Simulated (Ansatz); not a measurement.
**BAs, first-principles data**

BAs:
```yaml
crystal:
  lattice:
    - [2.90293, 0.00000, 0.00000]
    - [0.00000, 2.90293, 0.00000]
    - [0.00000, 0.00000, 2.90293]
  atoms:
    - { symbol: B, position: [0.00000, 0.00000, 0.00000] }
    - { symbol: As, position: [0.50000, 0.50000, 0.50000] }
```

Space group Pm-3m (No. 221), CsCl type; conventional cell a = 2.9029 Å, b = 2.9029 Å, c = 2.9029 Å, α = 90.00°, β = 90.00°, γ = 90.00°.

Method: PBEsol (plane waves, PAW; program Ansatz). Structure relaxed to zero pressure with the same functional. Other levels are named where they apply.

Cell and energy:

```yaml
volume_per_atom: 12.23 Å³
density: 5.82 g/cm³
Formation energy from the elements (no fitted shifts): 1.44 eV/atom
```

Electronic structure:

```yaml
electronic_character: metallic (no gap)
Density of states at the Fermi level: 0.43 states/eV per atom (mean over ±0.08 eV)
Gap with spin–orbit coupling: none (metallic)
```

Mechanics:

```yaml
Bulk modulus (Birch–Murnaghan fit): 115 GPa
Pressure derivative B′: 3.9
Elastic constants (relaxed ions, GPa): C11 = 145, C12 = 102, C44 = -20.9
mechanical_stability: unstable (C has a negative eigenvalue)
```

Phonons:

```yaml
zone_centre_stability: unstable, softest mode 190i cm⁻¹
```

The start of the workflow was typed in or built on a structure type; neither database checked (COD, Materials Project) lists it. It is not the phase usual at ambient conditions (space group No. 216). Symmetry was held in the PBEsol relaxation. The volume moved by 26 % from the start of the relaxation. Its formation energy is positive at this level, so the cell may be metastable or incomplete. As this level gives no gap, shear constants depend on the k-mesh and smearing (Fermi–Dirac, 0.1 eV here). As this level gives no gap, phonon frequencies hold no LO–TO term and depend on the k-mesh and smearing (Fermi–Dirac, 0.1 eV here). On the denser mesh and wider smearing of the elastic run this cell carries a stress of 0.3 GPa. The references are the lowest solids computed at this level, not always the standard phases. Scalar-relativistic: spin–orbit coupling is off unless named, which matters more the heavier the elements.

Potentials: the earlier of the program's two PAW sets. The files were generated under PBE; for other functionals the program regenerates the frozen cores, and for LDA and PBEsol the local potential too.
